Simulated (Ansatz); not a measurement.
**Calculated with Ansatz: Ge₂W, relaxation**

Launch command:

```bash
ansatz run input.yaml --threads 2 --pin off --max-ram 3584MiB --backend cpu --events-out ev --progress --plain --runs-dir out
```

The input file (Ansatz 0.2.0, plane waves):

```yaml
crystal:
  lattice:
    - [-1.6650409, 1.6650409, 4.10843828]
    - [1.6650409, -1.6650409, 4.10843828]
    - [1.6650409, 1.6650409, -4.10843828]
  atoms:
    - { symbol: Ge, position: [0.3333, 0.3333, 0.0] }
    - { symbol: Ge, position: [0.6667, 0.6667, 0.0] }
    - { symbol: W, position: [0.0, 0.0, 0.0] }
  symmetry: { tolerance: 0.0003 }
kpoints:
  mp_grid: { grid: [9, 9, 9], shift: [0, 0, 0] }
magnetization:
  spin_polarized: false
scf:
  occupations: { method: fermi_dirac }
  lower_state_search: "off"
hamiltonian:
  pseudopotentials: { kind: paw }
  xc: r2scan
basis:
  ecutwfc: 500
  fft_grid_basis: typed
relax:
  max_steps: 80
output:
  forces: true
  stress: true
  eigenvalues: true
  bader: true
  populations: true
  elf: true
  write_potential: true
  volumetric_format: npy
  dos:
    e_range: [-12, 8]
    de: 0.05
    projected: { site_lists: { Ge: [Ge], W: [W] } }
  write_density: true
checkpoint:
  read: saved_state
```

Origin of the cell: a database entry, scaled a little.

The smearing width isn't typed, so it takes its default of 0.1 eV.

The saved state is a converged single point of the same cell.

Steps:

```csv
step,ΔF (meV/atom),max force component (eV/Å),SCF iterations,step was
1,0.0,0.677,5,accepted
2,-7.3,0.279,6,accepted
3,-8.6,0.003,4,accepted
4,-8.6,0.003,4,accepted
```

Step 1, with forces in eV/Å:

```xyz
3
Lattice="-1.665 1.665 4.108 1.665 -1.665 4.108 1.665 1.665 -4.108" Properties=species:S:1:pos:R:3:forces:R:3 pbc="T T T" step=1
Ge    0.000    0.000    2.739    0.000    0.000    0.677
Ge    0.000    0.000    5.478    0.000    0.000   -0.677
W     0.000    0.000    0.000    0.000    0.000    0.000
```

Step 2, with forces in eV/Å:

```xyz
3
Lattice="-1.665 1.665 4.108 1.665 -1.665 4.108 1.665 1.665 -4.108" Properties=species:S:1:pos:R:3:forces:R:3 pbc="T T T" step=2
Ge    0.000    0.000    2.791    0.000    0.000   -0.279
Ge    0.000    0.000    5.426    0.000    0.000    0.279
W     0.000    0.000    0.000    0.000    0.000    0.000
```

Step 4, with forces in eV/Å:

```xyz
3
Lattice="-1.665 1.665 4.108 1.665 -1.665 4.108 1.665 1.665 -4.108" Properties=species:S:1:pos:R:3:forces:R:3 pbc="T T T" step=4
Ge    0.000    0.000    2.776    0.000    0.000   -0.003
Ge    0.000    0.000    5.440    0.000    0.000    0.003
W     0.000    0.000    0.000    0.000    0.000    0.000
```

- Free energy lowered by: 8.6 meV/atom
- Final pressure: -1.49 GPa
- Relaxation steps listed: 4
- Gap on the mesh: none (metal)

Caveats: no moments, though an odd count or open d shells may carry them; no spin-orbit coupling, though heavy elements are present; the SCF threshold is looser than advised for a stress; the relaxation held the start's symmetry, so the end may be a saddle point.

It ran for 43 s on 2 threads of Arm Neoverse V2 (shared host), peak memory 0.64 GiB, from a saved density.
